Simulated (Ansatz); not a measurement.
ZnSe:
```yaml
crystal:
  lattice:
    - [0.00000, 2.78367, 2.78367]
    - [2.78367, 0.00000, 2.78367]
    - [2.78367, 2.78367, 0.00000]
  atoms:
    - { symbol: Zn, position: [0.00000, 0.00000, 0.00000] }
    - { symbol: Se, position: [0.25000, 0.25000, 0.25000] }
```

Relaxed with LDA in the plane-wave PAW code Ansatz. Indices refer to the conventional cell of F-43m, a = 5.5673 Å, b = 5.5673 Å, c = 5.5673 Å, α = 90.00°, β = 90.00°, γ = 90.00°.

Question: Simulate the powder diffraction pattern (Cu Kα, λ = 1.54184 Å; lines above 1 %) up to 2θ = 90°.

Answer: Simulated powder pattern, Cu Kα, λ = 1.54184 Å (kinematic, ideal powder, no thermal factors, no anomalous dispersion; the 30 strongest lines at most, above 1 %, up to 2θ = 90°):

```
2θ (°)  d (Å)  I/Imax (%)    hkl
------  -----  ----------  -----
27.75   3.214         100  (111)
46.12   1.968          73  (220)
54.68   1.679          43  (311)
67.27   1.392          11  (400)
74.25   1.277          17  (331)
85.43   1.136          23  (422)
```

The cell was relaxed with LDA under the symmetry of its start; phonons on a q-mesh show no instability.

Potentials: the earlier of the program's two PAW sets.
